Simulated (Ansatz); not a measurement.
LuSb (rock salt, Fm-3m) at seven volumes, LDA (plane waves, PAW; program Ansatz), scaled uniformly. One row is withheld.

```csv
V (Å³/atom),P (GPa)
23.703,8.32
24.485,5.12
25.266,2.37
26.047,0.00
26.829,?
27.610,-3.77
28.392,-5.28
```

**Question.** Fit the shown pressures and predict the withheld one.

**Answer.** P = (3/2)B₀(x^(7/2) − x^(5/2))[1 + (3/4)(B′ − 4)(x − 1)] with x = (V₀/V)^(2/3). Least squares on the six rows gives V₀ = 26.050 Å³/atom, B₀ = 72.9 GPa, B′ = 4.02. At V = 26.829, x = 0.9805 and P = -2.02 GPa. The run itself gave -2.02 GPa.

The workflow started from a Materials Project entry (that database holds measured and hypothetical structures alike); the Crystallography Open Database copy checked does not list it. Its standing as an ambient phase is unchecked. The LDA relaxation kept the symmetry of its start; of distortions, only those at the zone centre were tested. Spin–orbit coupling is left out wherever it is not named.

Potentials: the later of the program's two PAW sets.
